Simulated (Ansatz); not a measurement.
PbF₂:
```
CELL_PARAMETERS angstrom
      0.00000     2.97270     2.97270
      2.97270     0.00000     2.97270
      2.97270     2.97270     0.00000
ATOMIC_POSITIONS crystal
  Pb 0.00000 0.00000 0.00000
  F  0.25000 0.25000 0.25000
  F  0.75000 0.75000 0.75000
```

Relaxed with r²SCAN+D4.

Q: Give the Bader charges and basin volumes of the independent atoms, r²SCAN+D4 (plane waves, PAW; program Ansatz).

A: 

```json
[
 {"atom": "Pb1", "Bader charge (e)": "+1.62", "Bader volume (Å³)": "21.2"},
 {"atom": "F2", "Bader charge (e)": "-0.81", "Bader volume (Å³)": "15.2"}
]
```

Space group Fm-3m (fluorite). The r²SCAN+D4 relaxation kept the symmetry of its start. Scalar-relativistic: spin–orbit coupling is off unless named, which matters more the heavier the elements.

Potentials: the later of the program's two PAW sets.
